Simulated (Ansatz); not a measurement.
Input:

TiC:
```
CELL_PARAMETERS angstrom
      0.00000     2.13037     2.13037
      2.13037     0.00000     2.13037
      2.13037     2.13037     0.00000
ATOMIC_POSITIONS crystal
  C  0.00000 0.00000 0.00000
  Ti 0.50000 0.50000 0.50000
```

This is the LDA-relaxed structure.

Task: All from the program Ansatz at the LDA level (PAW), unless another level is named. Estimate the Debye temperature from the elastic constants.

Result: 958 K.

Task: Predict the highest zone-centre frequency.

Result: 553 cm⁻¹.

Space group Fm-3m (rock salt). Symmetry was held in the LDA relaxation; of distortions, only those at the zone centre were tested. No spin polarisation was allowed. As this level gives no gap, shear constants depend on the k-mesh and smearing (Fermi–Dirac, 0.1 eV here). As this level gives no gap, phonon frequencies hold no LO–TO term and depend on the k-mesh and smearing (Fermi–Dirac, 0.1 eV here).

Potentials: the later of the program's two PAW sets.
